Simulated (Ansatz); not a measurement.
## LaTiCdO4 single point

The input, for Ansatz 0.2.0 (plane waves, PAW):

```yaml
crystal:
  lattice:
    - [3.83852656, 0.0, 0.0]
    - [0.0, 3.83852656, 0.0]
    - [0.0, 0.0, 13.59904848]
  atoms:
    - { symbol: O, position: [0.0, 0.0, 0.241] }
    - { symbol: O, position: [0.5, 0.5, 0.241] }
    - { symbol: O, position: [0.5, 0.5, 0.759] }
    - { symbol: O, position: [0.0, 0.0, 0.759] }
    - { symbol: Cd, position: [0.0, 0.5, 0.5806] }
    - { symbol: Cd, position: [0.5, 0.0, 0.4194] }
    - { symbol: La, position: [0.0, 0.5, 0.8908] }
    - { symbol: La, position: [0.5, 0.0, 0.1092] }
    - { symbol: Ti, position: [0.0, 0.5, 0.276] }
    - { symbol: Ti, position: [0.5, 0.0, 0.724] }
    - { symbol: O, position: [0.0, 0.5, 0.077] }
    - { symbol: O, position: [0.5, 0.0, 0.923] }
    - { symbol: O, position: [0.0, 0.5, 0.404] }
    - { symbol: O, position: [0.5, 0.0, 0.596] }
  symmetry: { tolerance: 0.0003 }
kpoints:
  mp_grid: { grid: [9, 9, 3], shift: [0, 0, 0] }
  band_path:
    path:
      - [0.0, 0.0, 0.0]
      - [0.0, 0.5, 0.0]
      - [0.5, 0.5, 0.0]
      - [0.0, 0.0, 0.0]
      - [0.0, 0.0, 0.5]
      - [0.0, 0.5, 0.5]
      - [0.5, 0.5, 0.5]
      - [0.0, 0.0, 0.5]
      - [0.0, 0.5, 0.0]
      - [0.0, 0.5, 0.5]
      - [0.5, 0.5, 0.0]
    npoints: 6
magnetization:
  spin_polarized: false
scf:
  occupations: { method: cold, width: 0.1264 }
  lower_state_search: "off"
  max_iter: 200
hamiltonian:
  pseudopotentials: { kind: paw }
  xc: r2scan
basis:
  ecutwfc: 500
  fft_grid_basis: typed
output:
  forces: true
  stress: true
  eigenvalues: true
  bader: true
  populations: true
  elf: true
  write_potential: true
  volumetric_format: npy
  dos:
    e_range: [-12, 8]
    de: 0.05
    projected: { site_lists: { Cd: [Cd], La: [La], O: [O], Ti: [Ti] } }
checkpoint:
  read: saved_state
```

The run starts from an earlier solution of this cell. 

Output (shortened):

```
La: projections on atomic orbitals take those of the free atom [Kr 4d10] 4f0 5s2 5p6 5d1 6s2, of charge +0.00 (hamiltonian.pseudopotentials.projection_atoms); the dataset's partial waves leave at most 1.9e-5 of an orbital's norm unspanned inside its sphere
Pseudopotentials: kind: paw
Pseudopotential: O, paw, valence charge 6, recommended cutoff 500 eV (meta_gga), O.paw.azcp
Pseudopotential: Cd, paw, valence charge 20, recommended cutoff 500 eV (meta_gga), Cd.paw.azcp
Pseudopotential: La, paw, valence charge 11, recommended cutoff 500 eV (meta_gga), La.paw.azcp
Pseudopotential: Ti, paw, valence charge 12, recommended cutoff 500 eV (meta_gga), Ti.paw.azcp
Functional definition: r2SCAN
  exchange = r2scan_x(k0 = k0, k1 = k1, a1 = a1)
  correlation = r2scan_c
Crystal: 14 atoms, lattice volume = 200.372 Å³
Basis set: ecut = 500 eV, 5049 PW (Γ), exchange–correlation on 120×120×400 points (64 copies of the dense FFT grid, shifted against one another)
Bands: 81, of which v1, the nominal top of the filled ones, is band 67 counted from 1 (66 counted from 0)
Symmetry: 16 space group operations
Space group: P4/nmm (ITA 129), of the structure as read, at distance tolerance 1.8e-3 Å
k-points: 30 of 243
Initial density: read from a saved state, or passed on in memory by an earlier SCF of this step, an earlier step, the calling program or the single point that the run made first
Functional: x = r2scan, c = r2scan; τ floored in thin density (d = 2e-4 eV/Å³)
SCF iter   1: F=—  Δρ=2.00e-3  dr2=1.20e-2  dr2_τ=5.15e-3
SCF iter   2: F=—  S|Δr|=    0.00e0  Δρ=9.55e-4  dr2=2.90e-3  dr2_τ=3.52e-4
SCF iter   3: F=—  S|Δr|=    0.00e0  Δρ=5.79e-4  dr2=1.86e-3  dr2_τ=9.08e-5
SCF iter   4: F=—  S|Δr|=    0.00e0  Δρ=3.18e-4  dr2=5.90e-4  dr2_τ=2.92e-5
SCF iter   5: F=—  S|Δr|=    0.00e0  Δρ=1.51e-4  dr2=3.30e-4  dr2_τ=8.67e-6
SCF iter   6: F=—  S|Δr|=    0.00e0  Δρ=9.02e-5  dr2=1.83e-4  dr2_τ=1.97e-6
SCF iter   7: F=—  S|Δr|=    0.00e0  Δρ=7.57e-5  dr2=8.52e-5  dr2_τ=1.25e-6
SCF iter   8: F=—  S|Δr|=    0.00e0  Δρ=3.58e-5  dr2=1.39e-5  dr2_τ=2.32e-7
SCF iter   9: F=—  S|Δr|=    0.00e0  Δρ=3.39e-5  dr2=4.33e-6  dr2_τ=2.63e-7
SCF iter  10: F=—  S|Δr|=    0.00e0  Δρ=1.49e-5  dr2=9.62e-7  dr2_τ=5.59e-8
SCF iter  11: F=—  S|Δr|=    0.00e0  Δρ=6.22e-6  dr2=1.64e-7  dr2_τ=6.54e-9
SCF iter  12: F=-38641.1174 eV  S|Δr|=    0.00e0  Δρ=4.29e-6  dr2=4.29e-8  dr2_τ=3.58e-9
Free energy (F): -38641.1174 eV
Harris-Foulkes:  -38641.1174 eV  (|F-HF|=3.59e-8)
Internal energy: -38641.0994 eV  (E = F + TS)
E sigma→0 (E₀):  -38641.1114 eV
Entropy (-TS):   -0.0180 eV (-1.288 meV/atom)
Fermi energy:    12.3623 eV
--- Per-component energies (eV) ---
  E_band       = -1359.7079
  E_kinetic    = 3343.3197
  E_local      = -14449.5237  (includes V_loc(G=0)·N_el)
  E_nonlocal   = 642.0329
  E_hartree    = 6403.6465
  E_xc         = -1376.9431
  E_vxc        = -1927.9525  (∫ρ·V_xc dr)
  E_paw        = -22476.7630  (= ΣΔE_a)
  E_vpaw       = -1899.0112  (= ΣTr[D̂ρ^β])
  E_aug_tail   = 0.0082  (compensation charges beyond the density's cutoff)
  E_vtau       = 124.1254  (kinetic-family band-sum trace: ∫τ·v_τ [+ j·A + Jᵃ·Aᵃ] dr)
  E_ewald      = -10725.1220
  E_core_change = -1.7550  (= ΣΔE_core)
  E_smearing   = -0.0180  (= −TS)
--- Forces (eV/Å), atoms counted from 1 ---
  atom   1  O      0.0000     0.0000    -0.3827
  atom   2  O      0.0000     0.0000    -0.3827
  atom   3  O      0.0000     0.0000     0.3827
  atom   4  O      0.0000     0.0000     0.3827
  atom   5  Cd     0.0000     0.0000    -0.3357
  atom   6  Cd     0.0000     0.0000     0.3357
  atom   7  La     0.0000     0.0000    -0.7601
  atom   8  La     0.0000     0.0000     0.7601
  atom   9  Ti     0.0000     0.0000    -1.6254
  atom  10  Ti     0.0000     0.0000     1.6254
  atom  11  O      0.0000     0.0000    -0.8647
  atom  12  O      0.0000     0.0000     0.8647
  atom  13  O      0.0000     0.0000     0.4704
  atom  14  O      0.0000     0.0000    -0.4704
--- Stress (GPa, compression-positive) ---
       -7.0579       0.0000       0.0000
        0.0000      -7.0579       0.0000
        0.0000       0.0000      -2.7138
  P = ⅓ Tr σ = -5.6099 GPa (-56.099 kbar)
--- Löwdin populations: 14 sites ---
  site symbol       q [e]
     0      O      6.7245
     1      O      6.7245
     2      O      6.7245
     3      O      6.7245
     4     Cd     19.0421
     5     Cd     19.0421
     6     La      9.9618
     7     La      9.9618
     8     Ti     10.7133
     9     Ti     10.7133
    10      O      6.7379
    11      O      6.7379
    12      O      6.8394
    13      O      6.8394
  spilling = 0.0038 (of n_electrons = 134.0000)
```

Absolute energies hang on the potentials; compare differences alone.

Origin: a known structure type with other elements, at an estimated volume, so it need not be a known compound. Caveats: many states at the Fermi level without spin polarisation, so a magnetic state may lie lower; atoms or cell far from equilibrium; f levels without a U or exact exchange are poorly placed.
